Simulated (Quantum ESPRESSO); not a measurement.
```cif
data_Ca4Se4
_chemical_formula_sum 'Ca4 Se4'
_space_group_name_H-M_alt 'Fm-3m'
_space_group_IT_number 225
_space_group_name_Hall '-F 4 2 3'
_cell_length_a 5.86690
_cell_length_b 5.86690
_cell_length_c 5.86690
_cell_angle_alpha 90.000
_cell_angle_beta 90.000
_cell_angle_gamma 90.000
loop_
_atom_site_label
_atom_site_type_symbol
_atom_site_symmetry_multiplicity
_atom_site_Wyckoff_symbol
_atom_site_fract_x
_atom_site_fract_y
_atom_site_fract_z
_atom_site_occupancy
Ca1 Ca 4 a 0.00000 0.00000 0.00000 1
Se1 Se 4 b 0.50000 0.50000 0.50000 1
```
(The calculation used a cell of 2 atoms; values per cell refer to that cell.)

Cell and atoms were relaxed with PBEsol from Materials Project entry mp-1415, within its symmetry.

**Question.** What does PBE (stringent potentials; Quantum ESPRESSO, PseudoDojo norm-conserving, 104 Ry, scalar-relativistic) give for the electronic structure near the Fermi level?

**Answer.** The PBE gap is indirect, 1.97 eV, from Γ to X; the smallest direct gap is 2.93 eV. Spin-orbit splittings are left out.
